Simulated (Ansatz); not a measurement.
## Be₂Ag: reading a single point

```
Ag Be
1.0
     0.00000    3.17349    3.17349
     3.17349    0.00000    3.17349
     3.17349    3.17349    0.00000
Ag Be
2 4
Direct
  0.00000 0.00000 0.00000
  0.25000 0.25000 0.25000
  0.62500 0.62500 0.62500
  0.12500 0.62500 0.62500
  0.62500 0.62500 0.12500
  0.62500 0.12500 0.62500
```

Single point in Ansatz 0.2.0 with r2SCAN, no spin polarisation. Cutoff 500 eV, PAW datasets, 9×9×9 Γ-centred k mesh, fermi-dirac filling (width 0.1 eV).

**Formation energy.** 0.03 eV an atom against the elements' usual phases (free molecules for gases, crystals otherwise, with no correction for O₂ or N₂), too near zero to call. Relaxing would lower it.
**Stress.** The pressure is 2.3 GPa (compression positive), so with the atoms held at these fractions the cell would first expand.
**Charges.** Bader charges in e: Be +1.26, Ag -0.80. In the mean Be gives up most and Ag takes most. There are 2 density maxima away from the nuclei.
**Electronic structure.** It is a metal, with about 0.8 states/eV a cell as the mean within 0.25 eV of the Fermi level.

Origin: a database entry at a rescaled volume.
